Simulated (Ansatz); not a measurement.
**Is this structure of Ca$_{2}$O stable?**

Atoms and cell were relaxed at zero pressure (-5.1 % in volume from the start). The relaxed cell:

```yaml
crystal:
  lattice:
    - [6.10361, 0.00000, 0.00000]
    - [0.00000, 4.74796, 0.00000]
    - [0.00000, 0.00000, 9.91747]
  atoms:
    - { symbol: Ca, position: [0.00873, 0.25000, 0.60609] }
    - { symbol: Ca, position: [0.49127, 0.75000, 0.10609] }
    - { symbol: Ca, position: [0.50873, 0.25000, 0.89391] }
    - { symbol: Ca, position: [0.99127, 0.75000, 0.39391] }
    - { symbol: O, position: [0.94348, 0.25000, 0.37689] }
    - { symbol: O, position: [0.55652, 0.75000, 0.87689] }
    - { symbol: O, position: [0.44348, 0.25000, 0.12311] }
    - { symbol: O, position: [0.05652, 0.75000, 0.62311] }
    - { symbol: Ca, position: [0.07096, 0.25000, 0.15316] }
    - { symbol: Ca, position: [0.42904, 0.75000, 0.65316] }
    - { symbol: Ca, position: [0.57096, 0.25000, 0.34684] }
    - { symbol: Ca, position: [0.92904, 0.75000, 0.84684] }
```

Space group Pnma (No. 62); conventional cell a = 6.104 Å, b = 4.748 Å, c = 9.917 Å, α = 90.00°, β = 90.00°, γ = 90.00°.

Computed with plane-wave PAW DFT (Ansatz 0.2.0): r2SCAN, 500 eV cutoff, 5×6×3 Γ-centred mesh, fermi-dirac occupations of width 0.100 eV. Spin: none; no U, no spin-orbit coupling.

Question: Where does it lie against the elements?

Answer: -1.957 eV an atom at 0 K against the elements' lowest computed crystals and the free molecules of gases, with no empirical correction.

Question: Is it stable against splitting into other phases?

Answer: Among the phases that we computed and relaxed alike, the lowest mixture with other formulas is 33 % Ca + 67 % CaO (shares of atoms). The cell lies 188 meV an atom above it, so it would gain by splitting into them.

The start was: a known structure type with other elements put in, at an estimated volume. An invented cell need not be a known compound.

Caveats: differences under 20 meV an atom lie within the error of meshes and cutoff; the relaxation keeps the start's symmetry, so a distorted cell may lie lower; a metal without spin among anions, where moments or a distortion may lower the energy.
